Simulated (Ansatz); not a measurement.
# KC: ⁴¹K NMR of the central transition

Cell: a COD entry, its atoms then relaxed with PBE in this cell.

Space group I4_1/acd:1 (No. 142); a = 7.5690, c = 14.5210 Å.

| site | Wyckoff | site symmetry | x | y | z |
| --- | --- | --- | --- | --- | --- |
| K | 16e | .2. | 0.6915 | 0.2500 | 0.8750 |
| C | 16f | ..2 | 0.0591 | 0.0591 | 0.2500 |

One atom of each set is listed; the run and its k-mesh use a cell of 16 atoms with edges of 9.02, 9.02, 9.02 Å.

Level of theory: DFT, r2SCAN, plane waves and PAW, scalar-relativistic, 500 eV cutoff, Γ-centred 6×6×6 k-points, Fermi–Dirac smearing 0.05 eV (Ansatz 0.2.0).

⁴¹K has I = 3/2 and Q = 73.40 mb (Pyykkö 2018); at 23.5 T its Larmor frequency is ν₀ = 25.7 MHz. Only the quadrupole interaction is simulated: positions count from each site's isotropic chemical shift, and J coupling is left out, as are shift anisotropy and dipolar coupling, which fast spinning averages.

Simulated pattern of one K site (fast magic-angle spinning, Gaussian broadening 0.2 kHz):

(offset (kHz), height): (-11.76, 0), (-11.37, 1), (-10.98, 8), (-10.60, 9), (-10.21, 9), (-9.82, 9), (-9.44, 9), (-9.05, 10), (-8.66, 23), (-8.28, 31), (-7.89, 33), (-7.50, 36), (-7.12, 40), (-6.73, 47), (-6.34, 77), (-5.96, 100), (-5.57, 74), (-5.18, 68), (-4.80, 66), (-4.41, 67), (-4.02, 71), (-3.64, 84), (-3.25, 97), (-2.86, 72), (-2.48, 61), (-2.09, 55), (-1.70, 50), (-1.32, 46), (-0.93, 43), (-0.54, 32), (-0.16, 1), (0.23, 0)

Task: Which |C_Q| and η does the pattern imply?

Result: The pattern spans 10.8 kHz before broadening and its centre of gravity is at -4.64 kHz, which fixes P_Q; the places of the horns and steps fix η. That gives P_Q = 2.18 MHz, |C_Q| = 2.11 MHz and η = 0.47. The sign of C_Q can't be read from the pattern.

The largest force is 0.6 eV/Å, so the atoms aren't at the calculated equilibrium and relaxing them would move these values. The database entry as given showed forces above 3 eV/Å or a pressure above 30 GPa, though relaxing it moves no atom far.
